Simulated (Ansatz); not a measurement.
LiPd:
```cif
data_LiPd
_chemical_formula_sum 'Pd1 Li1'
_space_group_name_H-M_alt 'P 1'
_space_group_IT_number 1
_cell_length_a 2.74038
_cell_length_b 2.74038
_cell_length_c 4.14984
_cell_angle_alpha 90.000
_cell_angle_beta 90.000
_cell_angle_gamma 120.000
loop_
_space_group_symop_operation_xyz
  'x, y, z'
loop_
_atom_site_label
_atom_site_type_symbol
_atom_site_fract_x
_atom_site_fract_y
_atom_site_fract_z
_atom_site_occupancy
Pd1 Pd 0.00000 0.00000 0.50000 1
Li1 Li 0.66667 0.33333 0.00000 1
```

Relaxed with PBEsol.

Problem. Tabulate the valence density and the electron localisation function along the shortest Li–Li contact (2.74 Å), the program Ansatz at the PBEsol level (PAW).

Solution. 

```tsv
distance from Li (Å)	density (e/Å³)	ELF
0.27	5.17	0.99
0.41	2.26	0.82
0.55	0.61	0.32
0.69	0.13	0.02
0.82	0.08	0.02
0.96	0.07	0.04
1.10	0.06	0.10
1.23	0.07	0.15
1.37	0.07	0.18
1.51	0.07	0.15
1.64	0.06	0.10
1.78	0.07	0.04
1.92	0.08	0.02
2.06	0.13	0.03
2.19	0.61	0.31
2.33	2.25	0.84
2.47	5.17	0.98
```

The density is the valence pseudo-density with augmentation charge, so density and ELF within about 1 Å of a nucleus are not all-electron values.

Space group P-6m2. The workflow started from an entry of the Crystallography Open Database (COD), which files this formula under 2 space groups. Whether it is the stable phase at ambient conditions was not checked. The cell was relaxed with PBEsol under the symmetry of its start; its stability against distortions is not shown here. The run is not spin-polarised.

Potentials: the later of the program's two PAW sets.
